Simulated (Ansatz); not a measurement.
TaAgO₃:
```cif
data_Ag2O6Ta2
_chemical_formula_sum 'Ta2 Ag2 O6'
_space_group_name_H-M_alt 'P 1'
_space_group_IT_number 1
_cell_length_a 5.58304
_cell_length_b 5.58304
_cell_length_c 5.58304
_cell_angle_alpha 58.747
_cell_angle_beta 58.747
_cell_angle_gamma 58.747
loop_
_space_group_symop_operation_xyz
  'x, y, z'
loop_
_atom_site_label
_atom_site_type_symbol
_atom_site_fract_x
_atom_site_fract_y
_atom_site_fract_z
_atom_site_occupancy
Ta1 Ta 0.00000 0.00000 0.00000 1
Ta2 Ta 0.50000 0.50000 0.50000 1
Ag1 Ag 0.75000 0.75000 0.75000 1
Ag2 Ag 0.25000 0.25000 0.25000 1
O1 O 0.81786 0.68214 0.25000 1
O2 O 0.18214 0.31786 0.75000 1
O3 O 0.25000 0.81786 0.68214 1
O4 O 0.75000 0.18214 0.31786 1
O5 O 0.68214 0.25000 0.81786 1
O6 O 0.31786 0.75000 0.18214 1
```

Relaxed with PBEsol.

Question: Which orbitals make up the states near the band edges in plane-wave PAW PBEsol (Ansatz code)?

Answer: Top 1 eV of the valence band: Ag 4d 58 %, O 2p 38 %. Bottom 1 eV of the conduction band: Ta 5d 82 %, O 2p 9 %. Projections are on Löwdin-orthogonalised atomic valence shells; empty p or d shells of many metals are not among them.

Question: Tabulate the density of states.

Answer: States/eV per cell of 10 atoms, in 0.25 eV bins, energy from the valence-band maximum.

```tsv
E (eV)	total	O 2p	Ag 4d	Ta 5d
-6.45	0.00	0.00	0.00	0.00
-6.20	6.97	4.65	0.13	1.54
-5.95	6.87	4.44	0.18	1.75
-5.70	7.03	4.50	0.24	1.79
-5.45	7.19	4.68	0.26	1.77
-5.20	5.65	3.76	0.25	1.30
-4.95	7.06	4.77	0.39	1.44
-4.70	6.21	4.17	0.50	1.24
-4.45	8.78	5.98	0.92	1.48
-4.20	8.29	5.54	1.22	1.20
-3.95	9.87	6.69	1.72	1.09
-3.70	6.56	4.64	1.05	0.60
-3.45	6.06	4.13	1.20	0.39
-3.20	6.63	4.57	1.35	0.34
-2.95	5.84	3.98	1.34	0.25
-2.70	10.64	6.94	2.96	0.37
-2.45	10.79	6.94	3.19	0.29
-2.20	12.22	8.15	3.38	0.34
-1.95	10.07	6.25	3.37	0.24
-1.70	1.31	0.79	0.46	0.04
-1.45	12.53	0.83	11.35	0.23
-1.20	14.89	1.84	12.32	0.53
-0.95	7.81	1.80	5.65	0.24
-0.70	13.15	4.36	8.29	0.29
-0.45	15.36	6.02	8.78	0.33
-0.20	15.55	6.95	8.20	0.20
0.05	0.66	0.28	0.36	0.00
0.30	0.00	0.00	0.00	0.00
0.55	0.00	0.00	0.00	0.00
0.80	0.00	0.00	0.00	0.00
1.05	0.00	0.00	0.00	0.00
1.30	0.00	0.00	0.00	0.00
1.55	0.00	0.00	0.00	0.00
1.80	0.14	0.00	0.00	0.14
2.05	1.35	0.06	0.03	1.23
2.30	1.89	0.16	0.04	1.60
2.55	2.32	0.26	0.04	1.77
2.80	2.83	0.40	0.04	2.05
3.05	3.12	0.49	0.04	2.13
3.30	3.62	0.67	0.04	2.36
3.55	5.25	1.08	0.05	3.39
3.80	4.18	0.92	0.03	2.55
4.05	7.19	1.65	0.05	4.45
4.30	4.65	1.07	0.03	2.59
4.55	6.12	1.40	0.03	3.28
4.80	4.82	1.08	0.02	2.32
5.05	4.83	1.11	0.02	1.98
5.30	4.99	1.30	0.02	1.55
5.55	5.08	1.31	0.02	0.89
5.80	1.61	0.34	0.00	0.25
6.05	0.00	0.00	0.00	0.00
6.30	0.01	0.00	0.00	0.00
6.55	0.19	0.01	0.00	0.04
```

Space group R-3c. The first step of the workflow began from a Materials Project structure, measured or hypothetical; the Crystallography Open Database copy checked does not list it. COD files the formula under space group No. 161, so this cell is another polymorph or a model. Its standing as an ambient phase is unchecked. The cell was relaxed with PBEsol under the symmetry of its start; phonons on a q-mesh show no instability. No spin polarisation was allowed. Spin–orbit coupling is left out wherever it is not named.

Potentials: the later of the program's two PAW sets.
